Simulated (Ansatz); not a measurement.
Ga2Cu:
```
CELL_PARAMETERS angstrom
      2.81598     0.00000     0.00000
      0.00000     2.81598     0.00000
      0.00000     0.00000     5.73506
ATOMIC_POSITIONS crystal
  Ga 0.50000 0.50000 0.28341
  Ga 0.50000 0.50000 0.71659
  Cu 0.00000 0.00000 0.00000
```

Relaxed with r²SCAN.

### Question
Map the electron localisation function on the plane through (0.500, 0.500, 0.283) spanned by u = [0, 0, 1] and v = [1, 1, 0] in lattice vectors, from r²SCAN in the plane-wave PAW code Ansatz.

### Answer
x is the fraction of u, y of v (the angle between them is 90°; rows are the nearest grid lines); atoms in the plane: Ga at (0.00, 0.00), Ga at (0.43, 0.00), Cu at (0.72, 0.50).
```
|@  :-+#*=-. == .:::-::--::.  @|
|  .:-+#*=-.    .:::-::--:::   |
| ..:-+#*=-:.  .:::-------::.. |
|.::--+**=--::.::-----:-----::.|
|:---=+*+=----:------:::-----::|
|----=====-------=-::::::------|
|------::------==-::::::::-===-|
|--:::....::--==-:::::-::::-==-|
|-::........:---::::-++=-:::---|
|::...    ..::--:::-+%@#=::::-:|
|::..     ...:--:::-*@@%+::::-:|
|::...    ..::--:::-+%@#=::::-:|
|-::........:---::::-++=-:::---|
|--:::....::--==-:::::-::::-==-|
|------::------==-::::::::-===-|
|----=====-------=-::::::------|
|:---=+*+=----:------:::-----::|
|.::--+**=--::.::-----:-----::.|
| ..:-+#*=-:.  .:::-------::.. |
|  .:-+#*=-.    .:::-::--:::   |
|@  :-+#*=-. == .:::-::--::.  @|
```
Scale: ten equal steps from -0.045 (start of ' ') to 0.940 (end of '@'), in the order ' .:-=+*#%@'; x runs from 0.000 to 1.00, y from 0.000 (bottom) to 1.00 (top).

The density is the valence pseudo-density with augmentation charge, so density and ELF within about 1 Å of a nucleus are not all-electron values.

Space group P4/mmm. The workflow started from an entry of the Crystallography Open Database (COD). Its standing as an ambient phase is unchecked. The cell was relaxed with r²SCAN under the symmetry of its start; whether a distortion lowers the energy is not shown. No spin polarisation was allowed.

Potentials: the later of the program's two PAW sets.
